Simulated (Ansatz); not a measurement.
**Wurtzite alloy of GaN and AlN (6 of 48 Ga sites exchanged), 96 atoms**

Ansatz, PAW, plane waves. PBEsol relaxation of cell lengths and atoms (angles held) at the single k point (½, ½, ½); single points on the relaxed atoms at the Γ point alone, onto which points of the small cell's zone fold. Arrangement: quasirandom. No spin–orbit coupling unless named.

Relaxed structure:

```
Ga Al N
1.0
     9.46493    0.00000    0.00000
     0.00000   11.03112    0.00000
     0.00000    0.00000   10.34288
Ga Al N
42 6 48
Direct
  0.16656 0.08400 0.25173
  0.00075 0.33294 0.74987
  0.49896 0.08356 0.25087
  0.49844 0.08389 0.74885
  0.33192 0.33366 0.25063
  0.33215 0.33229 0.74887
  0.16692 0.58339 0.75090
  0.00110 0.83326 0.25076
  0.00126 0.83448 0.74879
  0.83437 0.08439 0.24982
  0.83419 0.08399 0.74992
  0.66719 0.33375 0.24989
  0.66672 0.33386 0.74997
  0.49837 0.58398 0.24901
  0.49879 0.58378 0.75088
  0.33175 0.83241 0.24976
  0.33193 0.83403 0.74975
  0.83466 0.58302 0.24986
  0.83401 0.58346 0.74984
  0.66683 0.83351 0.25003
  0.66656 0.83361 0.75003
  0.00161 0.16647 0.49988
  0.00160 0.16639 0.99981
  0.33220 0.16610 0.99907
  0.16648 0.41652 0.49798
  0.16688 0.41743 0.00152
  0.00183 0.66712 0.49886
  0.00114 0.66681 0.00064
  0.66586 0.16656 0.49979
  0.66601 0.16650 0.00002
  0.49892 0.41615 0.49985
  0.49896 0.41718 0.99983
  0.33182 0.66703 0.49899
  0.16711 0.91703 0.99890
  0.83440 0.41628 0.49902
  0.83380 0.41637 0.00092
  0.66613 0.66638 0.50011
  0.66598 0.66635 0.99983
  0.49833 0.91696 0.49959
  0.49900 0.91593 0.99989
  0.83405 0.91655 0.49982
  0.83366 0.91661 0.00003
  0.16721 0.08314 0.74746
  0.00078 0.33375 0.24941
  0.16691 0.58291 0.24837
  0.33233 0.16603 0.50029
  0.33266 0.66692 0.00039
  0.16725 0.91790 0.50023
  0.00119 0.17111 0.18935
  0.00398 0.16602 0.68897
  0.33249 0.16761 0.18746
  0.32921 0.16574 0.68470
  0.16283 0.41924 0.19119
  0.16630 0.41796 0.68689
  0.00400 0.66610 0.18966
  0.00089 0.66766 0.68776
  0.66620 0.16706 0.18857
  0.66656 0.16743 0.68836
  0.49947 0.41718 0.18845
  0.49928 0.41736 0.68857
  0.32887 0.66563 0.18490
  0.33249 0.66776 0.68734
  0.16636 0.91864 0.18730
  0.16688 0.92110 0.68493
  0.83738 0.41554 0.18969
  0.83408 0.41695 0.68767
  0.66696 0.66683 0.18835
  0.66634 0.66695 0.68877
  0.49917 0.91688 0.18874
  0.49961 0.91718 0.68821
  0.83416 0.91745 0.18869
  0.83326 0.91756 0.68817
  0.17069 0.08080 0.44092
  0.16694 0.08223 0.93208
  0.00034 0.33197 0.43351
  0.00069 0.33309 0.93827
  0.49571 0.08454 0.43986
  0.49924 0.08235 0.93755
  0.33292 0.32839 0.43973
  0.33259 0.33250 0.93787
  0.16716 0.58230 0.43248
  0.17051 0.58427 0.93969
  0.00458 0.83510 0.43984
  0.00033 0.83276 0.93752
  0.83361 0.08306 0.43840
  0.83364 0.08319 0.93864
  0.66653 0.33308 0.43823
  0.66639 0.33331 0.93862
  0.49887 0.58284 0.43762
  0.49555 0.58472 0.94001
  0.32880 0.83425 0.43892
  0.33275 0.82901 0.93915
  0.83378 0.58338 0.43837
  0.83378 0.58275 0.93872
  0.66620 0.83311 0.43844
  0.66666 0.83279 0.93848
```

Q: What are the mean bond lengths by pair (pairs within 1.2 times the sum of covalent radii, less contacts 15 % beyond the pair's median; cation–cation pairs of compounds aside; long ionic contacts are cut short by that bound)?

A: Al–N 1.900 ± 0.005 Å (standard deviation, 24 bonds); Ga–N 1.947 ± 0.005 Å (standard deviation, 168 bonds).

Q: What gap lies between the top filled and the lowest empty level in the single points?

A: HSE06 3.50 eV (52 s on NVIDIA H100).
